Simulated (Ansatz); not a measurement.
Values for one crystal, relaxed and computed with PBE (plane waves, PAW; program Ansatz); other levels are named.

```yaml
volume_per_atom: 11.55 Å³
band_gap: 4.04 eV (indirect)
Bulk modulus (Birch–Murnaghan fit): 154 GPa
Hole effective mass with spin–orbit coupling: 0.73, 2.1, 7.6 mₑ (principal values)
Electron effective mass with spin–orbit coupling: 0.61, 0.61, 2.3 mₑ (principal values)
electron_effective_mass: 0.61, 0.61, 2.3 mₑ (principal values)
Pressure derivative B′: 6.4
```

Q: Which of these materials gives this?
(A) ZnInGaO4, R3m (Pearson symbol hR7)
(B) ZrO2, P4_2/nmc (Zr on 2a, O on 4d)
(C) HfSiO4, I4_1/amd (Hf on 4a, Si on 4b, O on 16h)
(D) FeBiO3, R3c (Fe on 6a, Bi on 6a, O on 18b)

A: B, ZrO2, P4_2/nmc (Zr on 2a, O on 4d)

This is a known high-temperature phase of the composition, computed here at zero pressure and temperature. The cell was relaxed with PBE under the symmetry of its start; its stability against distortions is not shown here. No spin polarisation was allowed. Spin–orbit coupling is left out wherever it is not named.

Potentials: the earlier of the program's two PAW sets.
